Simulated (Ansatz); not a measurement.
This run works on a generated trial structure, not on a known crystal.

Input and command of a plane-wave DFT calculation in Ansatz:

```yaml
crystal:
  lattice:
    - [2.54418083, 1.46888349, 4.40815768]
    - [-2.54418083, 1.46888349, 4.40815768]
    - [0.0, -2.93776698, 4.40815768]
  atoms:
    - { symbol: Cd, position: [0.35036764, 0.35036764, 0.35036764] }
    - { symbol: Cd, position: [0.64963236, 0.64963236, 0.64963236] }
    - { symbol: Cu, position: [0.8834143, 0.8834143, 0.8834143], spin: 1.0 }
    - { symbol: Cu, position: [0.1165857, 0.1165857, 0.1165857], spin: 1.0 }
    - { symbol: O, position: [0.5, 0.5, 0.5] }
basis:
  ecutwfc: 420
kpoints:
  mp_grid: { grid: [4, 4, 4] }
hamiltonian:
  xc: pbe
scf:
  occupations: { method: gaussian, width: 0.2 }
  lower_state_search: "off"
output:
  forces: true
  stress: true
  eigenvalues: true
  populations: true
magnetization:
  spin_polarized: true
relax:
  adjacent_minimum: "off"
  f_tol: 0.08
  max_steps: 16
  cell: { stress_tol: 0.8 }
```

```bash
ansatz run input.yaml --threads 1 --pin off --max-ram 2560MiB --backend cpu --events-out ev --progress --plain --runs-dir out
```

Processor: Arm Neoverse V2, 1 thread, on a host shared with other jobs.

Problem. Estimate time, memory and problem size.

Solution. About 85 s, peak memory 0.45 GiB. It solves 52 bands at 13 k points (after reduction by symmetry) with about 1525 plane waves (on the last cell), in 85 SCF iterations over 6 ionic steps.
